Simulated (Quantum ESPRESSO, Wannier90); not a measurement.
**Au (fcc (Cu type)): Wannier90 run**

```yaml
crystal:
  lattice:
    - [0.00000, 2.08564, 2.08564]
    - [2.08564, 0.00000, 2.08564]
    - [2.08564, 2.08564, 0.00000]
  atoms:
    - { symbol: Au, position: [0.00000, 0.00000, 0.00000] }
```

Materials Project entry mp-81; symmetrised, unrelaxed at this level. This is the element's usual structure. Level: PBEsol, no spin polarisation, no spin-orbit coupling; pw.x of Quantum ESPRESSO at 61 Ry with PseudoDojo potentials, 12×12×12 k-points, Wannier90. Density: 18×18×18 mesh, cold smearing 0.01 Ry. Spin-orbit coupling is left out although heavy elements are present.

Base run: 9 functions from bands 5-21 of the 21 computed, start hydrogen-like Au: s;p;d, centres 0.05 Å off the atoms, frozen window up to 1.50 eV relative to the Fermi level, outer window open. One setting was then changed (edges relative to the Fermi level; misfit to pw.x on a path, for states up to 1.0 eV relative to the Fermi level).

| run | Ω_I (Å²) | rms misfit (meV) | worst (meV) |
|---|---|---|---|
| base | 7.65 | 1.4 | 11 |
| changed | 7.33 | 419 | 1451 |

Which change was made?
A) frozen window to -0.50 eV
B) frozen window to 3.50 eV
C) no frozen window
D) only the lowest 15 of the kept bands

C, no frozen window. The others give:

```csv
run,Ω_I (Å²),rms misfit (meV),worst (meV)
frozen window to 3.50 eV,7.71,1.3,7.9
frozen window to -0.50 eV,7.58,21,296
only the lowest 15 of the kept bands,8.51,1.3,7.6
```
